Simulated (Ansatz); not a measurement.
Tl (hcp, Mg type)

```
Tl
1.0
    3.51996     0.00000     0.00000
   -1.75998     3.04838     0.00000
    0.00000     0.00000     5.60163
Tl
2
Direct
  0.33333   0.66667   0.75000
  0.66667   0.33333   0.25000
```

This relaxed cell (volume V₀) is scaled evenly in all directions, its shape held. Symmetry pins the atoms to their sites.

Method: r2SCAN (plane waves to 500 eV, PAW, scalar-relativistic; Ansatz, a first-principles code). k mesh 15×15×9 (Γ-centred), Fermi-Dirac smearing 0.05 eV. The energy includes the smearing's −TS. Spin-orbit coupling is left out, though Tl is heavy. Tl was relaxed with its symmetry unable to fall. ΔE is measured from the relaxed starting cell.

### Question
Predict the ΔE (meV/atom) at V/V₀ = 0.867, 0.920, 1.027, 1.107, 1.160.

### Answer
```csv
V/V₀,ΔE (meV/atom)
0.867,72
0.920,23
1.027,2
1.107,27
1.160,56
```

(A scan under strain: stresses follow from slopes of the energy per volume, elastic moduli from its curvatures.)
